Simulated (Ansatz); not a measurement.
TaAl (CsCl type, space group No. 221) is relaxed with the program Ansatz at the PBE level (PAW). What lattice parameters of the conventional cell result?

a = 3.225 Å.

Space group Pm-3m (CsCl type). The start of the workflow was typed in or built on a structure type; neither database checked (COD, Materials Project) lists it. Whether it is the stable phase at ambient conditions was not checked. The PBE relaxation kept the symmetry of its start; its stability against distortions is not shown here. No spin polarisation was allowed. Scalar-relativistic: spin–orbit coupling is off unless named, which matters more the heavier the elements.

Potentials: the later of the program's two PAW sets.
